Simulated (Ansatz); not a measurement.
A scan (energy against volume; even scaling of the relaxed cell, symmetry kept) gave these values. These are PBE (plane waves to 420 eV, PAW, scalar-relativistic; Ansatz, a program for electronic structure) values and carry that method's errors.

Bulk modulus B₀ (third-order Birch-Murnaghan fit): 48.3 GPa
Pressure derivative B₀′ (fit): 4.8
Equilibrium volume of the fit: 29.61 Å³/atom

Problem. Of these crystals, all scanned alike, which one is it?
A) InAs (zinc blende)
B) BAs (zinc blende)
C) Ni (fcc, Cu type)
D) CdTe (zinc blende)

Solution. A, InAs (zinc blende). The others have, for the bulk modulus: Ni 197 GPa, BAs 131 GPa, CdTe 35.0 GPa

All were relaxed with their symmetry unable to fall. At this level the bands of InAs touch or barely overlap; measurements give the solid a gap. Relaxed Ni ends ferromagnetic. Spin-orbit coupling is left out. The PAW data are Ansatz's earlier set. The magnetic order is the one the run started from; other orders were not tried. (This holds for the magnetic or f-shell members.)

(A scan under strain: stresses follow from slopes of the energy per volume, elastic moduli from its curvatures.)
